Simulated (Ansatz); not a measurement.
C in space group Pn-3m (No. 224; C on 2a, C on 8e), the program Ansatz at the PBE level (PAW). The conduction-band minimum lies on the M–Γ line, 58 % of the way from M, with 12 equivalent valleys. Second derivatives d²E/dk² of the lowest band at one valley (eV·Å²), along Cartesian directions:

```
direction  d²E/dk²
---------  -------
[100]        2.283
[010]        3.097
[001]        3.097
[110]        2.689
[101]        2.689
[011]        3.290
```

Task: Find the principal effective masses, the density-of-states mass and the conductivity mass.

Result: Off-diagonal terms follow from H_xy = H[110] − (H_xx + H_yy)/2, and m*/mₑ = 7.620 eV·Å² over each eigenvalue: 2.3, 2.6, 3.3. One valley's DOS mass (m₁m₂m₃)^(1/3) = 2.7, conductivity mass 3/(Σ 1/mᵢ) = 2.7 mₑ.

Task: What effective density of states Nc follows at 300 K for parabolic valleys?

Result: Nc = 2.509e19 × 12 × (2.7)^(3/2) ≈ 1.3e21 cm⁻³.

The start of the workflow was typed in or built on a structure type; neither database checked (COD, Materials Project) lists it. It is not the phase usual at ambient conditions (space group No. 194, 227). The cell was relaxed with PBE under the symmetry of its start; its stability against distortions is not shown here.

Potentials: the later of the program's two PAW sets.

Edges and masses are those of Kohn–Sham bands, whose gap is no quasiparticle gap.
